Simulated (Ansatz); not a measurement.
Computed with Ansatz, DFT PBE, scalar-relativistic, plane waves, PAW. Plane waves to 420 eV, an 8×8×6 mesh through Γ for the 6-atom cell and 0.10 eV Gaussian smearing; no spin polarisation.

The zero of energy is the elements' standard structures at the same level (N₂ as a molecule); no fitted shifts are applied.

Question: Give a relaxed trial structure of a tetragonal metal with formula Na3LaN2, with a formation energy near −0.17 eV/atom and about 20 Å³ per atom, in a cell of 6 atoms.

Answer: Na3LaN2, space group P-4m2 (No. 115). Around Na on a site of symmetry 2mm lie 1 N at 2.29 Å, 4 Na at 3.22 Å, 2 La at 3.47 Å, 2 Na at 3.47 Å, 4 N at 3.55 Å, 1 N at 3.70 Å, 2 La at 4.01 Å and 2 Na at 4.01 Å; Na on a site of symmetry -4m2 is surrounded by 4 N at 2.46 Å, 4 La at 3.15 Å and 4 Na at 3.47 Å; La is surrounded by 4 N at 2.46 Å, 4 Na at 3.15 Å, 4 Na at 3.47 Å, 4 Na at 4.01 Å and 4 La at 4.46 Å; N has 1 Na at 2.29 Å, 2 La at 2.46 Å and 2 Na at 2.46 Å.

```
Na La N
1.0
     4.46004    0.00000    0.00000
     0.00000    4.46004    0.00000
     0.00000    0.00000    5.99125
Na La N
3 1 2
Cartesian
  2.2300 0.0000 3.3309
  0.0000 2.2300 2.6603
  2.2300 2.2300 0.0000
  0.0000 0.0000 0.0000
  2.2300 0.0000 1.0396
  0.0000 2.2300 4.9517
```

| Quantity | Value |
| --- | --- |
| Volume per atom | 19.86 Å³ |
| Density | 3.29 g/cm³ |
| Formation energy | −0.17 eV/atom |
| Gap on the 8×8×6 mesh of the 6-atom cell | 0.02 eV by band count, less than the smearing, so the run treats it as a metal |

The cell was found from a structure generator's guess, not taken from experiment. The answer needn't be unique; the calculation gave this one.

Symmetry constrained the relaxation, so the result can be a saddle point.
